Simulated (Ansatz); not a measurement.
# Phonon dispersion of Si

These are results of Ansatz, DFT PBE, scalar-relativistic, plane waves, PAW, not measurements. Plane waves to 420 eV; Γ-centred k mesh 12×12×12; fixed occupations. No spin polarisation. Phonons by linear response, acoustic sum rule imposed.

Relaxed structure:
```
CELL_PARAMETERS angstrom
0.00000 2.73501 2.73501
2.73501 0.00000 2.73501
2.73501 2.73501 0.00000
ATOMIC_POSITIONS crystal
Si 0.00000 0.00000 0.00000
Si 0.25000 0.25000 0.25000
```

The cell has the diamond type, in a space group that the Crystallography Open Database lists for this formula; it was reached from a generator's guess.

Force constants from linear response on a 4×4×4 q mesh.

Path: Γ–X–U | K–Γ–L–W–X. Only the points of the 4×4×4 mesh were computed; the rest is interpolation, which is rough on so few points. On the mesh no mode is imaginary. Distance along the path (Å⁻¹), then the branches (cm⁻¹, negative for imaginary):
```
0.000  0 0 0 503 503 503
0.144  37 37 63 500 500 502
0.287  73 73 124 490 490 499
0.431  104 104 182 476 476 492
0.574  127 127 235 461 461 482
0.718  140 140 284 450 450 468
0.862  145 145 329 446 446 450
1.005  146 146 368 428 446 446
1.149  146 146 401 401 446 446
1.199  147 148 400 400 446 447
1.250  148 152 396 397 446 448
1.301  149 159 391 392 446 451
1.352  150 168 385 387 446 454
1.403  152 178 378 380 446 456
1.453  154 187 370 373 446 459
1.504  155 196 362 367 446 462
1.555  156 204 353 362 446 464
1.555  156 204 353 362 446 464
1.707  154 212 325 364 449 471
1.859  146 203 297 388 455 474
2.012  132 186 267 420 464 476
2.164  114 160 232 452 474 478
2.316  91 124 188 477 483 485
2.469  64 83 134 491 493 494
2.621  34 40 70 499 500 500
2.773  0 0 0 503 503 503
2.897  29 29 58 501 501 501
3.022  56 56 116 496 496 496
3.146  78 78 172 487 490 490
3.271  95 95 225 474 483 483
3.395  105 105 273 457 479 479
3.519  109 109 316 436 477 477
3.643  111 111 350 415 477 477
3.768  111 111 370 399 477 477
3.869  114 119 366 398 475 476
3.971  121 139 356 394 471 475
4.072  133 163 342 387 465 473
4.174  149 184 330 380 459 470
4.276  166 199 324 371 454 465
4.377  182 204 327 362 451 461
4.479  193 204 335 354 451 456
4.580  200 200 345 345 452 452
4.652  198 198 347 347 452 452
4.724  191 191 354 354 452 452
4.795  182 182 364 364 452 452
4.867  171 171 374 374 451 451
4.939  162 162 384 384 450 450
5.011  154 154 393 393 448 448
5.083  148 148 399 399 447 447
5.154  146 146 401 401 446 446
```
